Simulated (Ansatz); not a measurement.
SiC (wurtzite) was relaxed and computed twice in Ansatz (plane waves, PAW), once with HSE06 and once with PBE.

```json
[
 {"": "cell", "run 1": "a = b = 3.092 Å, c = 5.074 Å, α = β = 90.00°, γ = 120.00°", "run 2": "a = 3.071 Å, b = 3.071 Å, c = 5.036 Å, α = 90.00°, β = 90.00°, γ = 120.00°"},
 {"": "gap (eV)", "run 1": "2.31", "run 2": "3.17"},
 {"": "B₀ by P(V) fit (GPa)", "run 1": "213", "run 2": "233"}
]
```

### Question
Which run used which functional?

### Answer
Run 1 is PBE, run 2 is HSE06.

All cells were relaxed under the symmetry of their starts (and spin orders); stability against distortions was not tested throughout.

Potentials: the later of the program's two PAW sets.

Ansatz (a program for electronic structure) is a plane-wave DFT program.
